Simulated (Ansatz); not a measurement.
# B2C: rattling a relaxed structure

The structure comes from a proposed guess, relaxed at this level; another structure or a mixture of phases may lie lower.

All numbers below come from DFT PBE, scalar-relativistic, plane waves, PAW in Ansatz. Plane waves to 420 eV, a k mesh through Γ of 16×16×16 on the computed 6-atom cell and Gaussian smearing (0.10 eV); no spin polarisation.

The cell below (6 atoms, space group I4_1/amd (No. 141)) is relaxed within its symmetry.

```cif
data_structure
_symmetry_space_group_name_H-M 'P 1'
_symmetry_Int_Tables_number 1
_cell_length_a 6.1991
_cell_length_b 6.1991
_cell_length_c 6.1991
_cell_angle_alpha 154.480
_cell_angle_beta 154.480
_cell_angle_gamma 36.402
_cell_volume 44.16
loop_
_atom_site_label
_atom_site_type_symbol
_atom_site_fract_x
_atom_site_fract_y
_atom_site_fract_z
_atom_site_occupancy
B1 B 0.43514 0.93514 0.50000 1
B2 B 0.06486 0.56486 0.50000 1
B3 B 0.31486 0.31486 0.00000 1
B4 B 0.68514 0.68514 0.00000 1
C1 C 0.00000 0.00000 0.00000 1
C2 C 0.75000 0.25000 0.50000 1
```

For the test a repeat of it with 12 atoms (edges 2.74, 5.48, 6.20 Å) was strained at random (σ = 1.5 % a component), the atoms were moved at random (σ = 0.10 Å), and all was relaxed again on a coarse 8×4×8 mesh (in the run’s order of axes) with 0.20 eV smearing, with no symmetry imposed.

Problem. What happens?

Solution. It doesn't return. The energy falls by 72 meV/atom on that mesh, the volume changes by 3.7 %, and the end has space group P-1 (No. 2) at a loose tolerance. Relaxed again on a 12×6×6 mesh with 0.10 eV smearing, the new structure lies 76 meV/atom below the first (mesh in the axes of the run's cell; the cell below is made exact in the group named). Space group P-1 (No. 2), triclinic, a = 2.756 Å, b = 5.547 Å, c = 6.326 Å, α = 106.3°, β = 99.5°, γ = 90.0°. B on its first site is surrounded by 2 C at 1.58–1.61 Å and 1 B at 1.78 Å; B on its second site is surrounded by 2 C at 1.53–1.55 Å and 1 B at 1.78 Å; B on its third site is surrounded by 2 C at 1.56–1.58 Å, 1 B at 1.82 Å and 2 B at 1.96–2.04 Å; around C on its first site lie 4 B at 1.53–1.63 Å; 2 more sites not described.

```yaml
crystal:
  lattice:
    - [2.75632, 0.00000, 0.00000]
    - [-0.00026, 5.54654, 0.00000]
    - [-1.03886, -1.77252, 5.98317]
  atoms:
    - { symbol: B, position: [0.08980, 0.20618, 0.86924] }
    - { symbol: B, position: [0.07314, 0.70748, 0.85878] }
    - { symbol: B, position: [0.54835, 0.30258, 0.64974] }
    - { symbol: B, position: [0.54566, 0.94005, 0.61751] }
    - { symbol: B, position: [0.92686, 0.29252, 0.14122] }
    - { symbol: B, position: [0.91020, 0.79382, 0.13076] }
    - { symbol: B, position: [0.45434, 0.05995, 0.38249] }
    - { symbol: B, position: [0.45165, 0.69742, 0.35026] }
    - { symbol: C, position: [0.09886, 0.91698, 0.74589] }
    - { symbol: C, position: [0.08671, 0.42253, 0.74417] }
    - { symbol: C, position: [0.90114, 0.08302, 0.25411] }
    - { symbol: C, position: [0.91329, 0.57747, 0.25583] }
```
